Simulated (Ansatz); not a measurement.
Here is the system:

LaAl₂Ag₃:
```xyz
6
Lattice="5.7307 0.0000 0.0000 -2.8654 4.9630 0.0000 0.0000 0.0000 4.2661" Properties=species:S:1:pos:R:3 pbc="T T T"
Al     0.0000     3.3086     0.0000
Al     2.8654     1.6543     0.0000
La     0.0000     0.0000     0.0000
Ag     2.8654     0.0000     2.1330
Ag     1.4327     2.4815     2.1330
Ag    -1.4327     2.4815     2.1330
```

This is the r²SCAN-relaxed structure.

### Question
All from r²SCAN (plane waves, PAW; program Ansatz), unless another level is named. Give the density of states at the Fermi level.

### Answer
0.49 states/eV per atom (mean over ±0.08 eV).

### Question
Next, the formation energy from the elements (no fitted shifts)?

### Answer
-27 kJ/mol-atom.

Space group P6/mmm. The workflow started from an entry of the Crystallography Open Database (COD). Whether it is the stable phase at ambient conditions was not checked. Symmetry was held in the r²SCAN relaxation; its stability against distortions is not shown here. No spin polarisation was allowed. The references are the lowest solids computed at this level, not always the standard phases. Spin–orbit coupling is left out wherever it is not named.

Potentials: the later of the program's two PAW sets.
